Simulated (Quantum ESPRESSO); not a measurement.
# Band energies of MoS2 monolayer at +1.5 % biaxial strain

```
MoS2
1.0
    3.18811     0.00000     0.00000
   -1.59405     2.76098     0.00000
    0.00000     0.00000    16.10000
S Mo
2 1
Direct
  0.66667   0.33333   0.90419
  0.66667   0.33333   0.09581
  0.00000   0.00000   0.00000
```

PBEsol (Quantum ESPRESSO, PseudoDojo norm-conserving, 80 Ry, without SOC); path ΓMKΓ; energies in eV from the valence-band maximum.

```csv
k (1/Å),point,band 9,band 10,band 11,band 12,band 13,band 14,band 15,band 16
0.00,Γ,-2.81,-1.77,-1.67,-1.67,0.00,2.68,2.68,2.99
0.23,,-2.66,-2.48,-1.90,-1.18,-0.09,2.51,2.62,2.82
0.46,,-3.28,-2.39,-2.24,-1.18,-0.50,2.19,2.47,2.58
0.68,,-4.01,-2.88,-1.70,-1.52,-1.00,2.19,2.22,3.13
1.02,,-4.16,-3.30,-1.85,-1.15,-0.79,2.12,2.61,3.77
1.14,M,-4.19,-3.33,-1.88,-1.11,-0.72,2.13,2.66,3.81
1.25,,-4.17,-3.32,-1.87,-1.36,-0.63,2.14,2.68,3.86
1.47,,-4.07,-3.24,-2.47,-1.89,-0.44,2.01,2.96,3.48
1.79,K,-4.21,-3.66,-2.95,-2.16,-0.13,1.50,3.04,3.51
1.98,,-3.82,-3.48,-3.12,-1.95,-0.36,1.79,3.09,3.20
2.17,,-3.72,-3.36,-2.87,-1.55,-0.73,2.15,2.59,3.01
2.45,,-3.81,-3.29,-2.12,-1.07,-0.88,1.91,2.42,2.59
2.64,,-3.20,-2.72,-2.26,-0.96,-0.52,2.12,2.39,2.46
2.83,,-2.65,-2.58,-2.07,-1.08,-0.15,2.43,2.50,2.74
3.11,Γ,-2.81,-1.77,-1.67,-1.67,0.00,2.68,2.68,2.99
```

The PBEsol gap is indirect, 1.50 eV, from Γ to K; the smallest direct gap is 1.63 eV. The valence-band maximum lies 5.90 eV below the vacuum level.

Spin-orbit splittings are left out.

Geometry strained from the cell relaxed with PBEsol, atoms relaxed again.
